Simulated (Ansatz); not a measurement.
A plane-wave DFT run in Ansatz 0.2.0 (scalar-relativistic PAW potentials unless the input names others): input and command.

```yaml
crystal:
  lattice:
    - [1.1697251424, -3.81732289, 0.0]
    - [1.1697251424, 3.81732289, 0.0]
    - [0.0, 0.0, 2.2774558816]
  atoms:
    - { symbol: Cu, position: [0.13386665, 0.86613335, 0.25] }
    - { symbol: Cu, position: [0.86613335, 0.13386665, 0.75] }
basis:
  ecutwfc: "36.7 Ry"
kpoints:
  mp_grid: { grid: [20, 20, 20] }
hamiltonian:
  xc: pbesol
scf:
  occupations: { method: gaussian, width: 0.15 }
output:
  forces: true
  eigenvalues: true
  stress: true
```

```bash
ansatz run input.yaml --threads 1 --pin off --max-ram 2560MiB --backend cpu --events-out ev --progress --plain --runs-dir out
```

Abridged log:
```
Basis set: ecut = 499.32893761 eV, 525 PW (Γ), exchange–correlation on 60×60×36 points (8 copies of the dense FFT grid, shifted against one another)
Bands: 23, of which v1, the nominal top of the filled ones, is band 19 counted from 1 (18 counted from 0)
Symmetry: 8 space group operations
k-points: 1221 of 8000
SCF iter   1: F=—  HF=-13176.894150 eV  |F-HF|=—  |Δ(HF+E_count)|=         —  Δρ=2.12e-2  dr2=4.46e-2  ethr=1.77e-3  ⟨swp⟩=5.0  Hψ=103713  notcnv=0
SCF iter   2: F=—  HF=-13176.883049 eV  |F-HF|=—  |Δ(HF+E_count)|=   1.11e-2  Δρ=4.36e-3  dr2=2.03e-3  ethr=1.17e-4  ⟨swp⟩=2.0  Hψ=51603  notcnv=0  defer=193
SCF iter   3: F=—  HF=-13176.882521 eV  |F-HF|=—  |Δ(HF+E_count)|=   5.27e-4  Δρ=1.32e-3  dr2=1.73e-4  ethr=5.34e-6  ⟨swp⟩=1.3  Hψ=28685  notcnv=0  defer=193
SCF iter   4: F=—  HF=-13176.882451 eV  |F-HF|=—  |Δ(HF+E_count)|=   7.08e-5  Δρ=1.94e-4  dr2=1.80e-5  ethr=4.56e-7  ⟨swp⟩=2.0  Hψ=40563  notcnv=0  defer=193
SCF iter   5: F=—  HF=-13176.882444 eV  |F-HF|=—  |Δ(HF+E_count)|=   6.38e-6  Δρ=7.32e-5  dr2=2.49e-7  ethr=4.73e-8  ⟨swp⟩=2.0  Hψ=39208  notcnv=0  defer=193
SCF iter   6: F=-13176.882445 eV  HF=-13176.882445 eV  |F-HF|=1.88e-9  |Δ(HF+E_count)|=   5.97e-7  Δρ=5.99e-6  dr2=3.94e-9  ethr=2.63e-10  ⟨swp⟩=5.8  Hψ=124999  notcnv=0
SCF 1 converged in 6 iterations: F = -13176.882445 eV  dr2 = 3.94e-9
SCF converged after 6 iterations
Free energy (F): -13176.882445 eV
Harris-Foulkes:  -13176.882445 eV  (|F-HF|=1.88e-9)
Internal energy: -13176.876615 eV  (E = F + TS)
E sigma→0 (E₀):  -13176.879530 eV
Entropy (-TS):   -0.005829 eV (-2.915 meV/atom)
Fermi energy:    20.078790 eV
--- Forces (eV/Å), atoms counted from 1 ---
  atom   1  Cu     0.00000000     0.24125744     0.00000000
  atom   2  Cu     0.00000000    -0.24125744     0.00000000
--- Stress (GPa, compression-positive) ---
       25.380056       0.000000       0.000000
        0.000000      33.632666       0.000000
        0.000000       0.000000      47.756902
  P = ⅓ Tr σ = 35.5899 GPa (355.899 kbar)
```

Apart from outputs and empty bands, the input differs from a reference run on usual settings in basis.ecutwfc: 420 → "36.7 Ry". The reference, at the same geometry (not necessarily relaxed), gave pressure 35.59 GPa, largest force 0.243 eV/Å, no gap on the mesh. This run converged in 6 SCF iterations (reference: 6) with an energy at zero smearing 2.61 meV/atom below the reference's, pressure 35.59 GPa, largest force 0.241 eV/Å, no gap on the mesh.

Time: 30 s on 1 thread of Intel(R) Xeon(R) Processor @ 2.70GHz, on a shared host, peak memory 0.83 GiB.